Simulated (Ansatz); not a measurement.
Below is a relaxed structure of Mn2AlCu3. It was relaxed at this level from a Materials Project cell.

Level of theory: Ansatz, DFT PBE, scalar-relativistic, plane waves, PAW. Cutoff 420 eV, Γ-centred mesh, Gaussian smearing, collinear spin.

```xyz
6
Lattice="2.4224 1.3986 3.9312 -2.4224 1.3986 3.9312 0.0000 -2.7971 3.9312" Properties=species:S:1:pos:R:3 pbc="T T T"
Mn    0.0000    0.0000   10.3355
Mn    0.0000    0.0000    1.4582
Al    0.0000    0.0000    5.8968
Cu    1.2112   -0.6993    3.9312
Cu    0.0000    1.3986    3.9312
Cu   -1.2112   -0.6993    3.9312
```

Energies over the elements count from the elements' standard structures at the same level, with no fitted energy shifts.

(1) Find its symmetry and describe it.

(2) What is its formation energy per atom?

(3) Is it a metal?

(4) Which magnetic moments does it keep?

Results:

(1) R-3m (No. 166). Conventional cell: a = 4.845 Å, c = 11.794 Å. Mn has 9 Cu at 2.83–2.84 Å, 3 Al at 2.84 Å and 4 Mn at 2.92–2.98 Å; Al is surrounded by 6 Cu at 2.41 Å and 6 Mn at 2.84 Å; Cu has 2 Al at 2.41 Å, 4 Cu at 2.42 Å and 6 Mn at 2.83–2.84 Å.

(2) −0.03 eV/atom. It lies below the elements, which doesn't yet make it stable against other compounds or structures.

(3) Yes, bands cross the Fermi level on the 12×12×12 mesh, though with few states there, as in a semimetal.

(4) 0.00 μB per atom net, the space between the atoms included; by site: Mn -3.7, 3.7 μB.

The last run used collinear spin, a 12×12×12 mesh for its 6-atom cell and Gaussian smearing of 0.10 eV. For metals, differences of a few meV/atom aren't resolved. The magnetic state reached may not be the lowest. Symmetry constrained the relaxation, so the result can be a saddle point.
